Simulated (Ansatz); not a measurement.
## Piezoelectric tensor of Cd₄SeS₃

These are results of Ansatz 0.2.0, DFT PBE, scalar-relativistic, plane waves, PAW, not measurements. Cutoff 420 eV, 6×6×4 k-points (Γ-centred), fixed occupations. No spin polarisation.

Equilibrium structure at this level:
```xyz
8
Lattice="4.2400 0.0000 0.0000 0.0000 4.2400 0.0000 0.0000 0.0000 11.9753" Properties=species:S:1:pos:R:3 pbc="T T T"
Cd    2.1200    0.0000    7.4443
Cd    0.0000    2.1200   10.3658
Cd    2.1200    0.0000    1.6096
Cd    0.0000    2.1200    4.5311
Se    0.0000    0.0000    0.0000
S     2.1200    2.1200    3.0720
S     0.0000    0.0000    5.9877
S     2.1200    2.1200    8.9033
```

The cell was found from a structure generator's guess, not taken from experiment.

Question: Give the relaxed-ion proper piezoelectric stress tensor e_iJ (C/m², Voigt columns xx yy zz yz xz xy).

Answer:
```
x    0.000  0.000  0.000  0.000 -0.142  0.000
y    0.000  0.000  0.000  0.142  0.000  0.000
z   -0.144  0.144  0.000  0.000  0.000  0.000
```
Signs follow the orientation of the cell as given.

Question: With the elastic constants (GPa, Voigt order)
C11 = 79.2, C12 = 29.6, C13 = 44.6, C22 = 79.2, C23 = 44.6, C33 = 63.5, C44 = 24.3, C55 = 24.3, C66 = 9.7 GPa; the others vanish.
find the strain coefficients d = e·C⁻¹ (pC/N).

Answer:
```
x    0.0  0.0  0.0  0.0 -5.8  0.0
y    0.0  0.0  0.0  5.8  0.0  0.0
z   -2.9  2.9  0.0  0.0  0.0  0.0
```
